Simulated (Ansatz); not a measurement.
Bulk MgBr$_{2}$, relaxed with r²SCAN+D4 in the plane-wave PAW code Ansatz:

```
CELL_PARAMETERS angstrom
      3.83550     0.00000     0.00000
     -1.91775     3.32164     0.00000
      0.00000     0.00000     6.34352
ATOMIC_POSITIONS crystal
  Mg 0.00000 0.00000 0.00000
  Br 0.33333 0.66667 0.23609
  Br 0.66667 0.33333 0.76391
```

Question: One layer is taken out and relaxed. What does that cost?

Answer: 38 meV/atom, or 9.0 meV/Å² of layer.

Question: What lattice and gap has the free layer?

Answer: a = 3.836 Å; gap 5.78 eV, direct.

Space group P-3m1 (1T). The layer was cut from a bulk entry of the Materials Project (measured or hypothetical); whether that bulk phase is the ambient one, and whether the layer has been isolated, was not checked. The r²SCAN+D4 relaxation kept the symmetry of its start; whether a distortion lowers the energy is not shown. Spin–orbit coupling is left out wherever it is not named.

Potentials: the later of the program's two PAW sets.
